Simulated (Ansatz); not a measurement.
SrVO3 (cubic perovskite)

```yaml
crystal:
  lattice:
    - [3.85762, 0.00000, 0.00000]
    - [0.00000, 3.85762, 0.00000]
    - [0.00000, 0.00000, 3.85762]
  atoms:
    - { symbol: Sr, position: [0.00000, 0.00000, 0.00000] }
    - { symbol: V, position: [0.50000, 0.50000, 0.50000] }
    - { symbol: O, position: [0.00000, 0.50000, 0.50000] }
    - { symbol: O, position: [0.50000, 0.50000, 0.00000] }
    - { symbol: O, position: [0.50000, 0.00000, 0.50000] }
```

The slice is a {110} plane (indices of the conventional cell) through the point (0.500, 0.500, 0.000) (fractional), spanned by u = [100] and v = [011] in vectors of this cell: u (3.86 Å) and v (5.46 Å, at 90° to u). It covers one period; positions are fractions (u, v).

Calculation: PBE (plane waves to 420 eV, PAW, scalar-relativistic; Ansatz, a first-principles code). k mesh 12×12×12. These are valence fields of a PAW run, semicore shells included where kept as valence: close to a nucleus they are smooth pseudo fields. SrVO3 is run without spin polarisation and with no Hubbard U. SrVO3 was relaxed with its symmetry unable to fall.

**Question.** Predict the map of the electrostatic potential energy of an electron, from the cell's mean on the slice.

**Answer.** 
```
|xxxxxx889988776677889988xxxx|
|xxxxxx778866554455668877xxxx|
|1133557766443322334466775533|
|4455666655331100113355666655|
|4455555544220000002244555555|
|4455666655331100113355666655|
|1133557766443322334466775533|
|xxxxxx778866554455668877xxxx|
|xxxxxx889988776677889988xxxx|
|xxxxxx669999777777999966xxxx|
|xxxxxx889988776677889988xxxx|
|xxxxxx778866554455668877xxxx|
|1133557766443322334466775533|
|4455666655331100113355666655|
|4455555544220000002244555555|
|4455666655331100113355666655|
|1133557766443322334466775533|
|xxxxxx778866554455668877xxxx|
|xxxxxx889988776677889988xxxx|
|xxxxxx669999777777999966xxxx|
```
Scale: ten equal steps from 6.39 (start of '0') to 10.72 (end of '9'), in the order '0123456789'. Values: electrostatic potential energy of an electron, from the cell's mean, in eV. The map has 14 points along u (two characters each, u = 0 at the left) and 20 along v (v = 0 in the bottom row). Points within 0.8 Å of a nucleus are blanked (x), as the pseudised field means little there. The zero, the cell's mean, hangs on the PAW cores.
